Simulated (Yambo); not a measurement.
K2Pt (space group Fm-3m, No. 225), G0W0@PBEsol in Yambo with this input:

```
rim_cut
gw0
dyson
el_el_corr
HF_and_locXC
ppa
em1d
RandQpts= 1000000
RandGvec= 1 Ry
EXXRLvcs= 84 Ry
VXCRLvcs= 336 Ry
Chimod= "HARTREE"
% BndsRnXp
 5 | 154 |
%
NGsBlkXp= 7 Ry
% LongDrXp
 1.0 | 1.0 | 1.0 |
%
PPAPntXp= 27.2114 eV
% GbndRnge
 1 | 154 |
%
GTermKind= "BG"
DysSolver= "n"
ExtendOut
```

On a 4×4×4 mesh, with wavefunctions cut at 84 Ry, the gap (X → L) is 2.211 eV and the valence edge shifts by -0.611 eV.

**Question.** What happens with this change: 1 Ry block?

**Answer.** The gap falls by 0.040 eV, to 2.171 eV; the shift of the valence edge becomes -0.574 eV. Neither run is shown to be the converged limit.

Spin-orbit coupling is not included.

Geometry relaxed with PBEsol; primitive cell a = 5.2837 Å, b = 5.2837 Å, c = 5.2837 Å, α = 60.00°, β = 60.00°, γ = 60.00°.

The structure is a Materials Project entry; no match was found in the copy of COD used, and its stability was not checked.

A shift is the quasiparticle energy of the state minus its PBEsol energy.
